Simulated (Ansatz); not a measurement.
Starting cell, Ti3AlC2 (space group P6_3/mmc):

```
Ti3AlC2
1.0
    3.02798     0.00000     0.00000
   -1.51399     2.62231     0.00000
    0.00000     0.00000    18.33287
Ti Al C
6 2 4
Cartesian
  1.51399   0.87410   6.83667
  0.00000   1.74820  11.49620
  0.00000   1.74820  16.00310
  1.51399   0.87410   2.32977
  0.00000   0.00000   9.16644
  0.00000   0.00000   0.00000
  0.00000   0.00000  13.74965
  0.00000   0.00000   4.58322
  0.00000   1.74820   7.89585
  1.51399   0.87410  10.43702
  1.51399   0.87410  17.06228
  0.00000   1.74820   1.27059
```

The atoms are displaced by Q × the pattern below (from a DFPT mode at Γ, largest move 1; Q in Å), at fixed cell. It is one choice among 2 degenerate patterns.

```csv
atom,x,y,z
Ti1,0.000,1.000,0.000
Ti2,0.000,-1.000,0.000
Ti3,0.000,1.000,0.000
Ti4,0.000,-1.000,0.000
C9,0.000,0.608,0.000
C10,0.000,-0.608,0.000
C11,0.000,0.608,0.000
C12,0.000,-0.608,0.000
```

Atoms not listed stay in place.

These are LDA (plane waves to 420 eV, PAW, scalar-relativistic; Ansatz, a first-principles code) values and carry that method's errors. k mesh 14×14×2 (Γ-centred), Fermi-Dirac smearing 0.05 eV. With partly filled bands, energies and forces of such displacements shift with the k mesh and the smearing. Ti3AlC2 is run without spin polarisation. Ti3AlC2 was relaxed with its symmetry unable to fall. 

| Q (Å) | −dE/dQ from forces (eV/Å) |
|---|---|
| -0.100 | 2.839 |
| -0.083 | 2.366 |
| -0.067 | 1.892 |
| -0.050 | 1.419 |
| -0.033 | 0.946 |
| -0.017 | 0.473 |
| 0.000 | 0.000 |
| 0.017 | -0.473 |
| 0.033 | -0.946 |
| 0.050 | -1.419 |
| 0.067 | -1.892 |
| 0.083 | -2.366 |
| 0.100 | -2.839 |

**Question.** What harmonic wavenumber does the curvature at Q = 0 give?

**Answer.** 192 cm⁻¹. E″ = 28.37 eV/Å², M = Σ mᵢ|uᵢ|² = 209.2 u, ν̃ = 521.5·√(|E″|/M).

(For displaced atoms, the force is minus the slope of the energy, and its curvature is a force constant, which sets phonon frequencies.)
